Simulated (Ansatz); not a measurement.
C:
```yaml
crystal:
  lattice:
    - [2.44459, 0.00000, 0.00000]
    - [-1.22230, 2.11708, 0.00000]
    - [0.00000, 0.00000, 3.61420]
  atoms:
    - { symbol: C, position: [0.33333, 0.66667, 0.00000] }
    - { symbol: C, position: [0.66667, 0.33333, 0.00000] }
```

Relaxed with LDA. Special points in fractions of this cell's reciprocal vectors: Γ (0.000, 0.000, 0.000); M (0.500, 0.000, 0.000); K (0.333, 0.333, 0.000); A (0.000, 0.000, 0.500); L (0.500, 0.000, 0.500); H (0.333, 0.333, 0.500).

Q: List the band energies nearest the Fermi level at these points for plane-wave PAW LDA (Ansatz code).

A: In eV from the Fermi level; about four levels below and three above (degenerate sets whole), none deeper than 8.9 eV; … stands for higher levels left out; points with the same levels are listed once.

```json
[
 {"k": "Γ", "below": "-7.12 -3.04 -3.04", "above": "3.21 …"},
 {"k": "M", "below": "-6.51 -1.94", "above": "2.29 …"},
 {"k": "K", "below": "–", "above": "0.43 0.43 …"},
 {"k": "A", "below": "-8.51 -3.02 -3.02", "above": "8.36 …"},
 {"k": "L", "below": "-6.48 -2.89", "above": "1.00 …"},
 {"k": "H", "below": "-0.45 -0.45", "above": "…"}
]
```

Space group P6/mmm. The workflow started from a Materials Project entry (that database holds measured and hypothetical structures alike); the Crystallography Open Database copy checked does not list it. It is not the phase usual at ambient conditions (space group No. 194, 227). The cell was relaxed with LDA under the symmetry of its start. At this level the phase is mechanically unstable. A crystal of weakly bound layers computed without a dispersion correction: the cell and the soft elastic constants depend strongly on that. The Fermi level of a semimetal is unsure by some 0.05 eV on such meshes.

Potentials: the later of the program's two PAW sets.
